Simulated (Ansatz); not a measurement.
Here is an unrelaxed guess for EuAlIr.

```cif
data_structure
_symmetry_space_group_name_H-M 'P4/mmm'
_symmetry_Int_Tables_number 123
_cell_length_a 3.9658
_cell_length_b 3.9658
_cell_length_c 3.8987
_cell_angle_alpha 90.000
_cell_angle_beta 90.000
_cell_angle_gamma 90.000
_cell_volume 61.32
loop_
_atom_site_label
_atom_site_type_symbol
_atom_site_symmetry_multiplicity
_atom_site_Wyckoff_symbol
_atom_site_fract_x
_atom_site_fract_y
_atom_site_fract_z
_atom_site_occupancy
Eu1 Eu 1 c 0.50000 0.50000 0.00000 1
Al1 Al 1 a 0.00000 0.00000 0.00000 1
Ir1 Ir 1 b 0.00000 0.00000 0.50000 1
```

These are results of Ansatz, DFT PBE, scalar-relativistic, plane waves, PAW, not measurements. Plane waves to 420 eV, a k mesh through Γ of 4×4×4 on the computed 3-atom cell and Gaussian smearing (0.10 eV); collinear spin from starting moments 7.0 0.0 0.0 μB.

Formation energies are uncorrected and refer to the elements' standard structures at the same level.

Question: What does a single point on this coarse mesh give?

Answer: The pressure is 40.5 GPa (the mean over three directions, positive in compression), the largest force is 0.00 eV/Å (symmetry fixes the atoms), and the energy is +1.37 eV/atom against the elements. The shortest distance is 1.95 Å.

Question: Is it a good guess?

Answer: A rough one: relaxing gains about 0.94 eV/atom (the start's value is from the coarse mesh, so the gain is rough) in 13 ionic steps and ends at +0.43 eV/atom on the finer mesh. The symmetry stays P4/mmm (No. 123). The volume per atom grows by 35.6 %, from 20.4 to 27.7 Å³. The shortest distance goes from 1.95 Å (Al–Ir) to 2.28 Å (Al–Ir). Conventional cell: a = 4.271 Å, c = 4.558 Å. Eu is surrounded by 4 Al at 3.02 Å, 8 Ir at 3.78 Å and 4 Eu at 4.27 Å; around Al lie 2 Ir at 2.28 Å and 4 Eu at 3.02 Å; Ir is surrounded by 2 Al at 2.28 Å.

The last run used collinear spin, a 12×12×10 mesh (in the run's order of axes) for its 3-atom cell and Gaussian smearing of 0.10 eV. Spin–orbit coupling, which can matter for Ir, is left out. The 4f shell of Eu is treated without a Hubbard U, which places its levels poorly. The magnetic state reached may not be the lowest. The relaxation can't lower the symmetry of the start, and the grade says only how near the guess is to its own end. Symmetry constrained the relaxation, so the result can be a saddle point.
